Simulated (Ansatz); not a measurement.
K2LiRhF6:
```
K2LiRhF6
1.0
    0.00000     3.91220     3.91220
    3.91220     0.00000     3.91220
    3.91220     3.91220     0.00000
K Li Rh F
2 1 1 6
Direct
  0.75000   0.75000   0.75000
  0.25000   0.25000   0.25000
  0.50000   0.50000   0.50000
  0.00000   0.00000   0.00000
  0.75031   0.24969   0.24969
  0.24969   0.75031   0.75031
  0.24969   0.75031   0.24969
  0.75031   0.24969   0.75031
  0.24969   0.24969   0.75031
  0.75031   0.75031   0.24969
```

Relaxed with LDA. Special points in fractions of this cell's reciprocal vectors: Γ (0.000, 0.000, 0.000); X (0.500, 0.000, 0.500); U (0.625, 0.250, 0.625); K (0.375, 0.375, 0.750); L (0.500, 0.500, 0.500); W (0.500, 0.250, 0.750).

Task: List the band energies nearest the valence-band maximum at these points for LDA (plane waves, PAW; program Ansatz).

Result: In eV from the valence-band maximum; about four levels below and three above (degenerate sets whole), none deeper than 8.9 eV; points with the same levels are listed once.

| k | below | above |
|---|---|---|
| Γ | -3.01 -3.01 -3.01 -0.36 -0.36 -0.36 | 2.53 2.53 4.94 |
| X | -3.04 -0.38 0.00 0.00 | 1.97 2.54 7.41 |
| U | -3.16 -0.29 -0.07 -0.04 | 2.07 2.39 7.77 |
| L | -3.33 -0.26 -0.18 -0.18 | 2.24 2.24 6.88 |
| W | -3.32 -3.32 -0.19 -0.19 0.00 | 2.12 2.33 7.95 |

Space group Fm-3m. The first step of the workflow began from a Materials Project structure, measured or hypothetical; the Crystallography Open Database copy checked does not list it. Whether it is the stable phase at ambient conditions was not checked. The cell was relaxed with LDA under the symmetry of its start; phonons on a q-mesh show no instability. The run is not spin-polarised. Spin–orbit coupling is left out wherever it is not named.

Potentials: the later of the program's two PAW sets.
